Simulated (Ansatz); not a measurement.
# KZnF3: pressure and gap against volume

A database entry relaxed whole under r2SCAN (Pm-3m):

```yaml
crystal:
  lattice:
    - [4.04758, 0.00000, 0.00000]
    - [0.00000, 4.04758, 0.00000]
    - [0.00000, 0.00000, 4.04758]
  atoms:
    - { symbol: K, position: [0.00000, 0.00000, 0.00000] }
    - { symbol: Zn, position: [0.50000, 0.50000, 0.50000] }
    - { symbol: F, position: [0.50000, 0.50000, 0.00000] }
    - { symbol: F, position: [0.00000, 0.50000, 0.50000] }
    - { symbol: F, position: [0.50000, 0.00000, 0.50000] }
```

The cell was scaled uniformly, its shape held, and the atoms relaxed at each volume with plane-wave PAW DFT (Ansatz 0.2.0; r2SCAN, 500 eV, 8×8×8 Γ-centred mesh, fermi-dirac occupations of width 0.020 eV; no spin, no spin-orbit coupling). One row is withheld.

```tsv
volume (Å³/atom)	energy over the lowest (meV/atom)	pressure (GPa)	gap over mesh and path (eV)
12.466	14.2	6.05	4.801
12.732	?	?	?
12.997	1.5	1.80	4.685
13.262	0.0	0.00	4.630
13.527	1.4	-1.60	4.577
13.793	5.2	-3.04	4.526
14.058	11.3	-4.32	4.475
```

Task: Fit the pressures of the other rows to the third-order Birch-Murnaghan form.

Result: With f = [(V₀/V)^(2/3) − 1]/2 and P = 3B₀f(1 + 2f)^(5/2)[1 + 3(B₀′ − 4)f/2], least squares gives V₀ = 13.26 Å³ an atom, B₀ = 84.8 GPa and B₀′ = 4.6; the rows miss the fit by less than 0.01 GPa. The slope of the energies differs from these pressures by less than 0.05 GPa.

Task: How does the gap move with volume?

Result: A parabola in ln(V/V₀) through the other rows has the slope dE_g/d ln V = -2.7 eV at V₀, so by B₀ the gap moves by +32 meV a GPa: it widens under pressure.

Task: What does the withheld row hold?

Result: The fit gives 3.80 GPa at 12.732 Å³; the run gave 3.80 GPa and 6.1 meV an atom. Its gap is 4.742 eV, against 4.742 eV from the parabola.

Caveats: the shape of the cell was held; 0 K, fixed nuclei; the symmetry was kept, and this need not be the phase that is stable at 0 K; one mesh for all volumes; r2SCAN gaps lie as a rule under measured ones; the slope of the gap can be off by tens of per cent, more where shallow d levels or spin-orbit coupling act on the edges; pressure is positive in compression.
